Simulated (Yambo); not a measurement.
G0W0@PBEsol for CuI (space group P-3m1, No. 164) in Yambo. Reference settings: 3×3×2 Γ-centred k mesh, bands 9 to 209 and a 8 Ry block in the screening, 209 bands in G with the Bruneval-Gonze terminator, plasmon pole fitted at 27.2 eV. The PBEsol gap Γ → Γ on this mesh is 1.48 eV; G0W0 gaps are taken between the same points.

With and without the terminator, as bands are cut:

```
bands in G (in W)  gap, terminator (eV)  gap, none (eV)  valence shift, terminator (eV)  valence shift, none (eV)
-----------------  --------------------  --------------  ------------------------------  ------------------------
80 (209)                          2.569           2.508                          -0.677                    -0.278
135 (209)                         2.538           2.466                          -0.691                    -0.466
209 (209)                         2.526           2.471                          -0.687                    -0.566
```

Over this range the gap spans 0.043 eV with the terminator and 0.042 eV without, the valence shift 0.014 eV and 0.288 eV. Neither column has reached its limit for certain.

Spin-orbit coupling is not included.

Geometry relaxed with PBE+D3(BJ); primitive cell a = b = 4.0675 Å, c = 7.0955 Å, α = β = 90.00°, γ = 120.00°.

This is not the ordinary phase of the substance; no match was found in the copy of COD used, and its stability was not checked.

A shift is the quasiparticle energy of the state minus its PBEsol energy.
